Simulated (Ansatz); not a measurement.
Nb$_{2}$AlB$_{2}$ in space group Cmmm (No. 65; Al on 2a, Nb on 4j, B on 4i) under volume change, r²SCAN (plane waves, PAW; program Ansatz), shape and atoms relaxed at each volume.

| V (Å³/atom) | E − E(relaxed) (meV/atom) | P (GPa) |
|---|---|---|
| 11.011 | … | … |
| 11.374 | 31.0 | 14.44 |
| 11.737 | 7.3 | 6.64 |
| 12.100 | 0.0 | 0.00 |
| 12.463 | 6.6 | -5.63 |
| 12.826 | 24.7 | -10.19 |
| 13.189 | … | … |

**Question.** Some entries are withheld; supply them.

**Answer.** 
- 13.189, E − E(relaxed) (meV/atom): 51.9
- 13.189, P (GPa): -13.72
- 11.011, E − E(relaxed) (meV/atom): 73.8
- 11.011, P (GPa): 23.60

**Question.** What does a third-order Birch–Murnaghan fit give for V₀, B₀ and B′?

**Answer.** V₀ = 12.10 Å³/atom, B₀ = 199 GPa, B′ = 4.9.

The start of the workflow was typed in or built on a structure type; neither database checked (COD, Materials Project) lists it. Its standing as an ambient phase is unchecked. The r²SCAN relaxation kept the symmetry of its start; whether a distortion lowers the energy is not shown. The run is not spin-polarised.

Potentials: the later of the program's two PAW sets.
